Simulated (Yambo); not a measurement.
```
CELL_PARAMETERS angstrom
      5.80714     0.00000     0.00000
     -2.90357     5.02913     0.00000
      0.00000     0.00000     7.89729
ATOMIC_POSITIONS crystal
  Cs 0.66667 0.33333 0.25000
  Cs 0.33333 0.66667 0.75000
  Cs 0.00000 0.00000 0.00000
  Cs 0.00000 0.00000 0.50000
  Pt 0.66667 0.33333 0.75000
  Pt 0.33333 0.66667 0.25000
```

Cs2Pt (space group P6_3/mmc, No. 194): mean Im ε in 1 eV windows above the direct gap of 2.45 eV, for different electron-hole kernels (Yambo, broadening 0.15 eV, PBEsol (Quantum ESPRESSO, PseudoDojo norm-conserving, 84 Ry, scalar-relativistic) bands; 3×3×2 mesh, 12 valence and 25 conduction bands, static screening with 120 bands and a 3 Ry block, scissor 0.68 eV, Tamm-Dancoff; field along x).

| window (eV) | independent quasiparticles | RPA (no attraction) | BSE |
|---|---|---|---|
| 2.5 to 3.5 | 10 | 5.2 | 7.0 |
| 3.5 to 4.5 | 9.4 | 5.1 | 6.3 |
| 4.5 to 5.5 | 5.2 | 4.3 | 6.5 |
| 5.5 to 6.5 | 2.3 | 4.9 | 2.6 |
| 6.5 to 7.5 | 1.6 | 3.0 | 2.9 |
| 7.5 to 8.5 | 1.7 | 3.8 | 1.8 |

This run doesn't resolve bound excitons or single peaks, so only averages are given, and they too depend on the mesh; weight that the attraction moves below the gap isn't listed. All transitions below 9.95 eV are in the band window. The scissor comes from a G0W0 run whose convergence isn't established.

Spin-orbit coupling is left out, which matters for elements this heavy: edges can move by tenths of an eV.

Geometry of the Materials Project entry, not relaxed at this level.

The structure is a Materials Project entry; no match was found in the copy of COD used, and its stability was not checked.
